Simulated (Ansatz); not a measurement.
Phases of Co at 870 GPa

Structure types of Co are relaxed in primitive cells with their symmetry kept at 870 GPa, first on PAW files, then by LAPW. The enthalpy is E + pV at zero temperature, without zero-point motion. Only the types listed were tried, and differences under about 5 meV/atom are mesh noise. Not among the end structures: fcc, bcc, which may lie lower.

All numbers are LDA results (scalar-relativistic) from Ansatz 0.2.0, with Fermi–Dirac smearing of 0.05 eV, spin-polarised from start moments Co1 1.7, Co2 1.7 μB. Methods: LAPW: all electrons, basis error target 0.5 meV/atom; PAW: frozen-core files, cutoff 420 eV.

k meshes: hcp 23×23×12, sc 22×22×22, omega 12×12×16, simple hexagonal 23×23×22.

The start moments died away, and the runs ended non-magnetic. The PAW files were made under PBE.

Problem. Order the types by LAPW enthalpy, lowest first.
A. simple hexagonal
B. hcp
C. omega
D. sc

Solution. B (0 meV/atom), C (482 meV/atom), A (1881 meV/atom), D (3248 meV/atom).

```json
{"start type": "hcp", "ends as": "hcp, P6_3/mmc", "a, b, c (Å)": "1.929, 1.929, 3.131", "V (Å³/atom)": "5.04", "H − H(lowest), LAPW (meV/atom)": "0.0", "same, PAW": "0.0", "moment (μB/atom)": "0.00"}
{"start type": "sc", "ends as": "sc, Pm-3m", "a, b, c (Å)": "1.741, 1.741, 1.741", "V (Å³/atom)": "5.28", "H − H(lowest), LAPW (meV/atom)": "3248.4", "same, PAW": "3249.9", "moment (μB/atom)": "0.00"}
{"start type": "omega", "ends as": "omega, P6/mmm", "a, b, c (Å)": "3.079, 3.079, 1.854", "V (Å³/atom)": "5.07", "H − H(lowest), LAPW (meV/atom)": "482.2", "same, PAW": "487.1", "moment (μB/atom)": "0.00"}
{"start type": "simple hexagonal", "ends as": "simple hexagonal, P6/mmm", "a, b, c (Å)": "1.853, 1.853, 1.739", "V (Å³/atom)": "5.17", "H − H(lowest), LAPW (meV/atom)": "1880.7", "same, PAW": "1885.0", "moment (μB/atom)": "0.00"}
```

Problem. Split the lead of hcp over omega into energy and pV.

Solution. For omega less hcp: ΔE = +317.7 meV/atom, and p·ΔV = 870 GPa × +0.0303 Å³ × 6.242 meV/(GPa·Å³) = +164.5 meV/atom, together 482.2 meV/atom. hcp wins on both counts.
